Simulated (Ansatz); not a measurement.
Input and command of a plane-wave DFT calculation in Ansatz:

```yaml
crystal:
  lattice:
    - [5.9964038492, 0.0, 0.0]
    - [-2.9982019246, 5.1930380648, 0.0]
    - [0.0, 0.0, 5.9348973756]
  atoms:
    - { symbol: Cd, position: [0.1666666667, 0.3333333333, 0.25] }
    - { symbol: Cd, position: [0.1666666667, 0.8333333333, 0.25] }
    - { symbol: Cd, position: [0.6666666667, 0.3333333333, 0.25] }
    - { symbol: Cd, position: [0.6666666667, 0.8333333333, 0.25] }
    - { symbol: Cd, position: [0.3333333333, 0.1666666667, 0.75] }
    - { symbol: Cd, position: [0.3333333333, 0.6666666667, 0.75] }
    - { symbol: Cd, position: [0.8333333333, 0.1666666667, 0.75] }
    - { symbol: Cd, position: [0.8333333333, 0.6666666667, 0.75] }
basis:
  ecutwfc: 420
kpoints:
  mp_grid: { grid: [6, 6, 6] }
hamiltonian:
  xc: pbe
scf:
  occupations: { method: gaussian, width: 0.1 }
output:
  forces: true
  stress: true
  eigenvalues: true
```

```bash
ansatz run input.yaml --threads 2 --pin off --max-ram 5120MiB --backend cpu --events-out ev --progress --plain --runs-dir out
```

Processor: Arm Neoverse V1, 2 threads, on a host shared with other jobs.

Question: Estimate time, memory and problem size.

Answer: About 12 s on 2 threads of Arm Neoverse V1, on a shared host, peak memory 0.68 GiB. It solves 96 bands at 28 k points (the mesh reduced by the symmetry that the task leaves, which can be less than the crystal's) with about 3577 plane waves, in 6 SCF iterations.
